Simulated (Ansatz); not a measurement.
## Cu: the functional and the phonons

Cu in the fcc lattice, relaxed with PBE.

```
CELL_PARAMETERS angstrom
0.00000 1.81753 1.81753
1.81753 0.00000 1.81753
1.81753 1.81753 0.00000
ATOMIC_POSITIONS crystal
Cu 0.00000 0.00000 0.00000
```

DFT in Ansatz; PBE; Ansatz hand-made PAW at 700 eV; k mesh 8×8×8; Fermi–Dirac smearing of 0.1 eV; no spin. Harmonic phonons by finite displacements in cells commensurate with each q, in cm⁻¹; i marks an unstable mode.

Caveats: coarse k mesh.

At 12.01 Å³ an atom it gives lowest mode at X = [0.5, 0, 0.5] (cm⁻¹) 164; top mode at X = [0.5, 0, 0.5] (cm⁻¹) 235.

Problem. Repeat with LDA in its relaxed cell, PBEsol in its relaxed cell, on the same kind of potentials and mesh. What changes?

Solution. 
```csv
functional,cutoff (eV),volume (Å³/atom),"lowest mode at X = [0.5, 0, 0.5] (cm⁻¹)","top mode at X = [0.5, 0, 0.5] (cm⁻¹)"
LDA in its relaxed cell,700,10.94,181,265
PBEsol in its relaxed cell,700,11.37,176,255
```
